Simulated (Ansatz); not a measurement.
Nb3Cl8:
```cif
data_Cl16Nb6
_chemical_formula_sum 'Nb6 Cl16'
_space_group_name_H-M_alt 'P-3m1'
_space_group_IT_number 164
_space_group_name_Hall '-P 3 2"'
_cell_length_a 6.75399
_cell_length_b 6.75399
_cell_length_c 12.42721
_cell_angle_alpha 90.000
_cell_angle_beta 90.000
_cell_angle_gamma 120.000
loop_
_atom_site_label
_atom_site_type_symbol
_atom_site_symmetry_multiplicity
_atom_site_Wyckoff_symbol
_atom_site_fract_x
_atom_site_fract_y
_atom_site_fract_z
_atom_site_occupancy
Nb1 Nb 6 i 0.52873 0.05747 0.24631 1
Cl1 Cl 2 d 0.66667 0.33333 0.09872 1
Cl2 Cl 2 d 0.33333 0.66667 0.35468 1
Cl3 Cl 6 i 0.16470 0.32941 0.13833 1
Cl4 Cl 6 i 0.33751 0.16875 0.37866 1
```

Relaxed at zero pressure with DFT-r²SCAN+D4 in the program Ansatz with PAW potentials.

Question: The volume is lowered by 9 % and shape and atoms relax at that volume. What pressure results, and how do the axes share the change?

Answer: 3.6 GPa; a -1.6 %, b -1.6 %, c -6.0 %; the energy rises by 19 meV/atom.

Question: Give the new structure.

Answer: 
Space group P-3m1 (No. 164); a = b = 6.6463 Å, c = 11.6783 Å, α = β = 90.00°, γ = 120.00°

```
atom  site  symmetry       x       y       z
----  ----  --------  ------  ------  ------
Nb      6i       .m.  0.5276  0.0553  0.2461
Cl      2d       3m.  0.6667  0.3333  0.0904
Cl      2d       3m.  0.3333  0.6667  0.3622
Cl      6i       .m.  0.1625  0.3250  0.1310
Cl      6i       .m.  0.3327  0.1664  0.3858
```

The phase is kept; no other phase was compared at this pressure.

The workflow started from a Materials Project entry (that database holds measured and hypothetical structures alike); the Crystallography Open Database copy checked does not list it. Its standing as an ambient phase is unchecked. The cell was relaxed with r²SCAN+D4 under the symmetry of its start; whether a distortion lowers the energy is not shown. No spin polarisation was allowed.

Potentials: the earlier of the program's two PAW sets. The files were generated under PBE; for other functionals the program regenerates the frozen cores, and for LDA and PBEsol the local potential too.
